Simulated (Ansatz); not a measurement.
YOF in space group P4/nmm (No. 129; Y on 2c, O on 2b, F on 2a), LDA (plane waves, PAW; program Ansatz). The conduction-band minimum lies at Γ, with 1 equivalent valley. Second derivatives d²E/dk² of the lowest band at one valley (eV·Å²), along Cartesian directions:

```
direction  d²E/dk²
---------  -------
[100]        16.17
[010]        16.17
[001]        10.31
[110]        16.17
[101]        13.24
[011]        13.24
```

Question: Find the principal effective masses, the density-of-states mass and the conductivity mass.

Answer: Off-diagonal terms follow from H_xy = H[110] − (H_xx + H_yy)/2, and m*/mₑ = 7.620 eV·Å² over each eigenvalue: 0.47, 0.47, 0.74. One valley's DOS mass (m₁m₂m₃)^(1/3) = 0.55, conductivity mass 3/(Σ 1/mᵢ) = 0.54 mₑ.

Question: What effective density of states Nc follows at 300 K for parabolic valleys?

Answer: Nc = 2.509e19 × 1 × (0.55)^(3/2) ≈ 1.0e19 cm⁻³.

Question: With the computed static dielectric constant 13.1 (mean of the diagonal), estimate a hydrogenic donor's binding energy and radius.

Answer: E = 13.606 eV × 0.54/13.1² ≈ 43 meV; a = 0.529 Å × ε/m* ≈ 13 Å. Semilocal masses tend to be too small where the gap is.

The workflow started from a Materials Project entry (that database holds measured and hypothetical structures alike); the Crystallography Open Database copy checked does not list it. COD files the formula under space group No. 166, so this cell is another polymorph or a model. Whether it is the stable phase at ambient conditions was not checked. The cell was relaxed with LDA under the symmetry of its start; phonons on a q-mesh show no instability. No spin polarisation was allowed. Spin–orbit coupling is left out wherever it is not named.

Potentials: the later of the program's two PAW sets.
